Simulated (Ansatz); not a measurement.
## Mg2TeS, first-principles data

Mg2TeS:
```
Mg2TeS
1.0
    2.13709     1.23385     7.04312
   -2.13709     1.23385     7.04312
    0.00000    -2.46770     7.04312
Mg Te S
2 1 1
Direct
  0.99086   0.99086   0.99086
  0.51024   0.51024   0.51024
  0.12280   0.12280   0.12280
  0.62607   0.62607   0.62607
```

Space group R3m (No. 160); conventional cell a = b = 4.2742 Å, c = 21.1293 Å, α = β = 90.00°, γ = 120.00°.

Method: r²SCAN in the plane-wave PAW code Ansatz. Geometry: relaxed at this level of theory. Other levels are named where they apply.

Cell and energy:

- Volume per atom: 27.86 Å³
- Density: 3.10 g/cm³
- Formation energy from the elements (no fitted shifts): -1.28 eV/atom

Electronic structure:

- Band gap = 2.09 eV (direct)
- Valence-band maximum = at Γ
- Conduction-band minimum = at Γ
- Electron effective mass = 0.23, 0.27, 0.27 mₑ (principal values)
- Hole effective mass, band 1 of 2 at the edge = 1.0 along x, 8.2 along z (mₑ)
- Hole effective mass, band 2 of 2 at the edge = 0.19 along x, 8.2 along z (mₑ)
- HSE06 gap on the r²SCAN cell = 2.34 eV

Mechanics:

- Elastic constants (relaxed ions, GPa) = C11 = 72.7, C12 = 32.4, C13 = 29.0, C14 = -6.8, C33 = 82.0, C44 = 13.7
- Mechanical stability = stable (all eigenvalues of C positive)
- Hill bulk and shear moduli = 45.3 and 16.8 GPa
- Young's modulus = 44.9 GPa
- Poisson's ratio = 0.33
- Debye temperature from the elastic constants = 257 K
- Piezoelectric stress constants (proper, relaxed ions, C/m²) = e15 = e24 = -0.10, e16 = e21 = 0.12, e22 = -0.12, e31 = e32 = -0.06, e33 = 0.29

The first step of the workflow began from a Materials Project structure, measured or hypothetical; the Crystallography Open Database copy checked does not list it. Its standing as an ambient phase is unchecked. The r²SCAN relaxation kept the symmetry of its start; its stability against distortions is not shown here. Signs of piezoelectric constants follow the polarity of the cell as given. The references are the lowest solids computed at this level, not always the standard phases. Spin–orbit coupling is left out wherever it is not named.

Potentials: the later of the program's two PAW sets.
